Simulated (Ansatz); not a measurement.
Given:

GaP:
```
GaP
1.0
    0.00000     2.72581     2.72581
    2.72581     0.00000     2.72581
    2.72581     2.72581     0.00000
Ga P
1 1
Cartesian
  0.00000   0.00000   0.00000
  4.08872   4.08872   4.08872
```

This is the r²SCAN-relaxed structure.

Task: All from r²SCAN (plane waves, PAW; program Ansatz), unless another level is named. Predict the formation energy from the elements (no fitted shifts).

Result: -0.53 eV/atom.

Task: Predict the band gap.

Result: 1.85 eV (indirect).

Task: What about the smallest direct gap on the standard path?

Result: 2.36 eV.

Task: Predict the conduction-band minimum.

Result: on the Γ–X line, 85 % of the way from Γ (6 equivalent valleys).

Task: And the valence-band maximum?

Result: at Γ.

Space group F-43m (zinc blende). The cell was relaxed with r²SCAN under the symmetry of its start. The references are the lowest solids computed at this level, not always the standard phases. Scalar-relativistic: spin–orbit coupling is off unless named, which matters more the heavier the elements.

Potentials: the earlier of the program's two PAW sets.
